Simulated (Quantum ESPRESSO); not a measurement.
## W2AlMo4Mg (one composition in several site orders)

Computed values, not a measurement. The program is pw.x of Quantum ESPRESSO 7.5 (plane-wave density functional theory). The cell is made up: eight metal atoms on a face-centred cubic lattice, with elements, volume, strain and displacements drawn at random and not relaxed, so it may be unstable or far from any real phase. PseudoDojo standard norm-conserving files set the functional (PBE unless stated); there is no spin polarisation or spin-orbit coupling, the Fermi-Dirac width of 0.25 eV means electrons at about 2900 K, and the masses in the input are unused placeholders. Heavy elements are run without spin-orbit coupling, which real alloys of them have. A spin test at this wide smearing found no moment, but such smearing suppresses magnetism that the real alloy may have.

The runs put one composition on the sites in different orders. Cell, positions, cutoff, mesh and smearing stay as in the input of run 1; sites are counted in its order. Stress in the tables is positive in tension.

Input of run 1:

```
&control calculation='scf', pseudo_dir='./dojo.nc.sr.pbe.v0_5.standard.upf', outdir='./o', disk_io='minimal', tprnfor=.true., tstress=.true. /
&system ibrav=0, nat=8, ntyp=4, nbnd=65, ecutwfc=84.00895049, nosym=.true., tot_charge=0,
 occupations='smearing', smearing='fd', degauss=0.0183746611
/
&electrons conv_thr=1.470e-08, electron_maxstep=70, mixing_beta=0.5 /
ATOMIC_SPECIES
Al 1.0 Al.upf
Mg 1.0 Mg.upf
Mo 1.0 Mo.upf
W 1.0 W.upf
CELL_PARAMETERS angstrom
0.0 -2.0328 -2.0328
2.0328 4.0657 -2.0328
8.1314 -4.0657 4.0657
ATOMIC_POSITIONS angstrom
W -0.1367 0.0184 0.113
Al 4.1771 -2.1111 2.1663
Mo 4.031 -0.1223 0.007
W 8.0593 -2.231 2.135
Mg 2.0311 -2.1675 -0.057
Mo 6.0507 -3.9434 1.9803
Mo 2.0455 -0.0677 -1.9624
Mo 6.1053 -2.0091 0.0533
K_POINTS automatic
8 5 3 1 1 1
```

| run | elements on sites 1 to 8 | free energy less that of run 1 (eV) | -TS (eV) | pressure (GPa) | stress xx (GPa) | stress yy (GPa) | stress zz (GPa) | stress yz (GPa) | stress xz (GPa) | stress xy (GPa) | iterations |
| --- | --- | --- | --- | --- | --- | --- | --- | --- | --- | --- | --- |
| 1 | W Al Mo W Mg Mo Mo Mo | 0.000 | -1.662 | -3.50 | 2.43 | 4.62 | 3.45 | -0.33 | -0.27 | 0.05 | 20 |
| 2 | Mo W Mg Mo Mo Mo Al W | 0.171 | -1.634 | -2.75 | 1.81 | 3.42 | 3.02 | -0.58 | 0.93 | 0.18 | 19 |
| 3 | Mo W Mo W Mg Al Mo Mo | 0.182 | -1.671 | -4.96 | 2.16 | 6.43 | 6.30 | 0.44 | 0.15 | -1.18 | 17 |
| 4 | Al Mo Mg Mo W Mo W Mo | 0.180 | -1.635 | -3.99 | 1.48 | 6.20 | 4.28 | -0.92 | 0.68 | 0.40 | 18 |
| 5 | Al Mo Mo W W Mg Mo Mo | 0.552 | -1.670 | -4.79 | 2.54 | 6.04 | 5.78 | 0.28 | -0.04 | -1.08 | 17 |
| 6 | Al W Mo Mo Mo Mo W Mg | 0.115 | -1.702 | -3.41 | 4.63 | 3.22 | 2.38 | -0.44 | 0.03 | 0.43 | 17 |

Forces Fx Fy Fz (eV/Å):

| site | run 1 | run 2 | run 3 | run 4 | run 5 | run 6 |
| --- | --- | --- | --- | --- | --- | --- |
| 1 | -0.06 -0.45 0.07 | 0.30 -0.26 0.31 | -0.29 -0.16 0.01 | 0.18 -0.45 0.01 | 0.52 -0.60 0.14 | 0.21 -0.51 0.05 |
| 2 | -0.99 0.54 -0.71 | -1.23 0.77 -1.02 | -1.45 0.52 -0.64 | -0.98 0.48 -0.75 | -2.12 0.86 -1.01 | -1.61 0.64 -0.73 |
| 3 | 0.94 0.37 -0.30 | 0.06 0.38 0.00 | 0.83 0.32 -0.31 | 0.42 0.25 0.13 | 0.26 0.19 0.05 | 0.11 0.32 -0.11 |
| 4 | 0.57 1.09 -0.70 | 0.96 0.87 -0.70 | 0.68 1.00 -0.63 | 0.53 0.91 -0.72 | 1.46 1.45 -0.87 | 1.02 0.57 -0.37 |
| 5 | 0.02 0.06 0.54 | -0.58 -0.22 0.49 | -0.07 0.10 0.55 | -0.61 -0.06 0.27 | -0.04 -0.20 0.40 | -0.32 -0.03 0.25 |
| 6 | 0.15 -1.34 1.24 | 0.36 -1.26 1.29 | 0.37 -1.47 1.13 | 0.64 -0.89 0.98 | 0.33 -1.70 1.36 | 0.64 -0.99 1.13 |
| 7 | -0.63 -0.27 0.02 | -0.58 0.07 -0.32 | -0.62 -0.20 -0.09 | -0.77 0.14 0.00 | -0.46 0.04 0.01 | -0.32 0.14 0.02 |
| 8 | 0.00 0.00 -0.15 | 0.72 -0.34 -0.05 | 0.55 -0.10 -0.03 | 0.60 -0.39 0.07 | 0.05 -0.04 -0.07 | 0.27 -0.13 -0.25 |

The sites are displaced and not relaxed, so the energy differences hold strain from misfit and are not ordering energies. A rerun of one cell of this series at a higher cutoff and on a denser mesh moved values by no more than 0.006 eV in energy, 0.04 GPa in stress and 0.006 eV/Å in force, and a second program with other atomic files agreed on that cell to 2 % rms in force and 0.5 GPa in pressure.